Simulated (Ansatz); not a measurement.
Ge2BN:
```xyz
4
Lattice="1.6663 0.9620 5.4700 -1.6663 0.9620 5.4700 0.0000 -1.9240 5.4700" Properties=species:S:1:pos:R:3 pbc="T T T"
B      0.0000     0.0000    16.1921
N      0.0000     0.0000    14.6073
Ge     0.0000     0.0000     8.3814
Ge     0.0000     0.0000     5.9458
```

Relaxed with r²SCAN+D4.

Task: Map the electron localisation function on the plane through (0.987, 0.987, 0.987) spanned by u = [1, 0, 0] and v = [-1, 1, 1] in lattice vectors, from r²SCAN+D4 (plane waves, PAW; program Ansatz).

Result: x is the fraction of u, y of v (the angle between them is 55°; rows are the nearest grid lines); atoms in the plane: B at (0.00, 0.00), N at (0.81, 0.90), Ge at (0.05, 0.52), Ge at (0.75, 0.38).
```
y \ x   0.000  0.103  0.172  0.276  0.379  0.448  0.552  0.621  0.724  0.828  0.897   1.00
------  -----  -----  -----  -----  -----  -----  -----  -----  -----  -----  -----  -----
1.00    0.002  0.422  0.476  0.118  0.043  0.052  0.288  0.709  0.717  0.855  0.697  0.002
0.909   0.505  0.476  0.704  0.381  0.075  0.037  0.068  0.434  0.730  0.124  0.863  0.505
0.848   0.630  0.434  0.630  0.436  0.108  0.042  0.024  0.105  0.759  0.484  0.651  0.630
0.758   0.605  0.117  0.151  0.179  0.073  0.039  0.021  0.021  0.141  0.697  0.830  0.605
0.697   0.483  0.181  0.045  0.048  0.046  0.048  0.053  0.061  0.133  0.322  0.456  0.483
0.606   0.156  0.353  0.276  0.029  0.071  0.183  0.323  0.321  0.460  0.560  0.398  0.156
0.545   0.240  0.146  0.360  0.101  0.074  0.291  0.450  0.414  0.423  0.765  0.570  0.240
0.455   0.460  0.166  0.244  0.275  0.042  0.162  0.464  0.314  0.160  0.447  0.805  0.460
0.394   0.744  0.447  0.371  0.286  0.058  0.051  0.402  0.370  0.554  0.176  0.493  0.744
0.303   0.511  0.550  0.391  0.206  0.067  0.026  0.112  0.342  0.296  0.153  0.317  0.511
0.242   0.446  0.251  0.185  0.091  0.045  0.027  0.025  0.135  0.485  0.483  0.499  0.446
0.152   0.737  0.208  0.057  0.030  0.041  0.055  0.089  0.083  0.204  0.813  0.896  0.737
0.0909  0.615  0.368  0.126  0.034  0.044  0.074  0.260  0.408  0.346  0.473  0.610  0.615
0.000   0.002  0.422  0.476  0.118  0.043  0.052  0.288  0.709  0.717  0.855  0.697  0.002
```

The density is the valence pseudo-density with augmentation charge, so density and ELF within about 1 Å of a nucleus are not all-electron values.

Space group R3m. The start of the workflow was typed in or built on a structure type; neither database checked (COD, Materials Project) lists it. Whether it is the stable phase at ambient conditions was not checked. The r²SCAN+D4 relaxation kept the symmetry of its start; whether a distortion lowers the energy is not shown. Its formation energy is positive at this level, so the cell may be metastable or incomplete.

Potentials: the earlier of the program's two PAW sets.
